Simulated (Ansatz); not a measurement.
ScPd₃:
```yaml
crystal:
  lattice:
    - [3.97409, 0.00000, 0.00000]
    - [0.00000, 3.97409, 0.00000]
    - [0.00000, 0.00000, 3.97409]
  atoms:
    - { symbol: Sc, position: [0.00000, 0.00000, 0.00000] }
    - { symbol: Pd, position: [0.50000, 0.50000, 0.00000] }
    - { symbol: Pd, position: [0.00000, 0.50000, 0.50000] }
    - { symbol: Pd, position: [0.50000, 0.00000, 0.50000] }
```

Relaxed with r²SCAN. Special points in fractions of this cell's reciprocal vectors: Γ (0.000, 0.000, 0.000); X (0.000, 0.500, 0.000); M (0.500, 0.500, 0.000); R (0.500, 0.500, 0.500).

### Question
List the band energies nearest the Fermi level at these points for plane-wave PAW r²SCAN (Ansatz code).

### Answer
In eV from the Fermi level; about four levels below and three above (degenerate sets whole), none deeper than 8.9 eV; points with the same levels are listed once.

```tsv
k	below	above
Γ	-2.43 -2.43 -2.43 -1.07 -1.07 -0.42	0.05 0.05 0.05
X	-1.79 -1.79 -1.66 -1.61 -0.92	0.06 1.84 1.84
M	-2.05 -2.05 -1.66 -1.43 -0.72	2.16 2.16 2.31 2.31
R	-2.04 -2.04 -0.30 -0.30 -0.30	1.10 1.13 1.13 1.13
```

Space group Pm-3m (Cu3Au type). The first step of the workflow began from a Materials Project structure, measured or hypothetical; the Crystallography Open Database files this formula in space group No. 221, but the cells were not matched. Whether it is the stable phase at ambient conditions was not checked. The cell was relaxed with r²SCAN under the symmetry of its start; its stability against distortions is not shown here. The run is not spin-polarised. Spin–orbit coupling is left out wherever it is not named.

Potentials: the later of the program's two PAW sets.
